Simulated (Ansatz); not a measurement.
**An inverse problem**

Cell vectors (Å):

```
0.0000 2.6941 2.6941
2.6941 0.0000 2.6941
2.6941 2.6941 0.0000
```

| atom | a | b | c |
| --- | --- | --- | --- |
| Si | 0.2500 | 0.2500 | 0.2500 |
| Si | 0.7500 | 0.7500 | 0.7500 |
| X | 0.0000 | 0.0000 | 0.0000 |

All numbers below come from PBEsol, all-electron LAPW in Ansatz 0.2.0, scalar-relativistic. k mesh 12×12×12, fine mesh 14×14×14, Fermi-Dirac smearing of 0.050 eV, lines of 0.15 eV, Drude damping 0.1 eV.

Independent-particle optical response of a crystal from Kohn-Sham bands on the fine mesh with a Drude term, no local fields or excitons; Cartesian axes as in the cell vectors.

```
Fine mesh              : 14, 14, 14
Line width             : 0.15 eV
Drude damping          : 0.1 eV
Further gaussian width : 0.3 eV
```

```tsv
photon energy (eV)	dielectric imag xx
0.8	36.19
1.6	13.68
2.4	23.54
3.2	19.57
4	11.75
4.8	14.03
5.6	12.08
6.4	9.91
7.2	6.1
8	4.42
8.8	3.47
9.6	2.5
10.4	1.93
11.2	1.46
12	1.36
12.8	0.97
13.6	0.8
14.4	0.59
15.2	0.54
16	0.49
16.8	0.48
17.6	0.39
18.4	0.34
19.2	0.31
20	0.3
20.8	0.29
21.6	0.27
22.4	0.27
23.2	0.24
24	0.21
24.8	0.2
```

Problem. All X atoms are one element. Which one was computed?

Solution. Ni; the crystal is Si₂Ni (Fm-3m).

Known limits: these sums move with the mesh, by several per cent and more for small sheets; spectra summed at the mesh points alone.
